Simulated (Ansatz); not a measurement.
Hf3Ge2:
```
CELL_PARAMETERS angstrom
      7.11370     0.00000     0.00000
      0.00000     7.11370     0.00000
      0.00000     0.00000     3.70509
ATOMIC_POSITIONS crystal
  Hf 0.00000 0.00000 0.00000
  Hf 0.50000 0.50000 0.00000
  Hf 0.16982 0.66982 0.50000
  Hf 0.83018 0.33018 0.50000
  Hf 0.33018 0.16982 0.50000
  Hf 0.66982 0.83018 0.50000
  Ge 0.63073 0.13073 0.00000
  Ge 0.36927 0.86927 0.00000
  Ge 0.86927 0.63073 0.00000
  Ge 0.13073 0.36927 0.00000
```

Relaxed with r²SCAN.

### Question
Give the Bader charges and basin volumes of the independent atoms, r²SCAN (plane waves, PAW; program Ansatz).

### Answer


```json
[
 {"atom": "Hf1", "Bader charge (e)": "+0.93", "Bader volume (Å³)": "17.7"},
 {"atom": "Hf3", "Bader charge (e)": "+1.23", "Bader volume (Å³)": "16.0"},
 {"atom": "Ge7", "Bader charge (e)": "-1.69", "Bader volume (Å³)": "22.0"}
]
```

Space group P4/mbm. The first step of the workflow began from a Materials Project structure, measured or hypothetical; the Crystallography Open Database copy checked does not list it. Its standing as an ambient phase is unchecked. The cell was relaxed with r²SCAN under the symmetry of its start; its stability against distortions is not shown here. No spin polarisation was allowed. Spin–orbit coupling is left out wherever it is not named.

Potentials: the later of the program's two PAW sets.
